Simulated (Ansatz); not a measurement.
Theory: Ansatz 0.2.0, DFT PBE, scalar-relativistic, plane waves, PAW. Settings: cutoff 420 eV, Γ-centred meshes spaced at most about 0.3 Å⁻¹, and about 0.25 Å⁻¹ or finer for metals (2π included), Gaussian smearing. No spin polarisation in the final relaxations.

All energies are static (0 K, no zero-point motion).

Two relaxed structures of HfSi2B2:

1.

```
CELL_PARAMETERS angstrom
5.56298 0.00000 0.00000
0.00000 5.56298 0.00000
0.00000 0.00000 5.56298
ATOMIC_POSITIONS crystal
Hf 0.00000 0.00000 0.00000
Hf 0.50000 0.50000 0.50000
Si 0.75000 0.75000 0.75000
Si 0.25000 0.25000 0.75000
Si 0.25000 0.75000 0.25000
Si 0.75000 0.25000 0.25000
B 0.25000 0.25000 0.25000
B 0.75000 0.75000 0.25000
B 0.75000 0.25000 0.75000
B 0.25000 0.75000 0.75000
```

2.

```
CELL_PARAMETERS angstrom
3.91475 0.00000 0.00000
-1.95738 3.39028 0.00000
0.00000 0.00000 7.61410
ATOMIC_POSITIONS crystal
Hf 0.00000 0.00000 0.00000
Si 0.00000 0.00000 0.64539
Si 0.00000 0.00000 0.35461
B 0.33333 0.66667 0.00000
B 0.66667 0.33333 0.00000
```

Task: Which form is favoured at zero pressure, and by what margin per atom?

Result: Cell 1 is lower, by 0.32 eV/atom. Cell 1 has space group Pn-3m (No. 224), 17.2 Å³/atom and no gap on its mesh; cell 2 has space group P6/mmm (No. 191), 20.2 Å³/atom and no gap. Counting B or Si atoms around Hf (for each partner element, those within 1.25 times its shortest distance or 1.15 times the sum of covalent radii, where it is the nearest in units of that sum or under 1.3), cell 1 and cell 2 both have Hf 8. Cell 2 holds Si–Si pairs (shortest 2.21 Å); in cell 1 the shortest Si–Si distance is 3.93 Å. The denser one is the lower, and pressure would at first widen the difference. Even the lower one lies +1.01 eV/atom against the reference forms of the elements (uncorrected), so neither is stable at this level. Both come from invented guesses. A third cell relaxed alike, in P-1, lies 1.04 eV/atom below the lower of the two.

These runs have no spin–orbit coupling, which can matter for Hf. Cells relaxed within their symmetry can be saddle points.
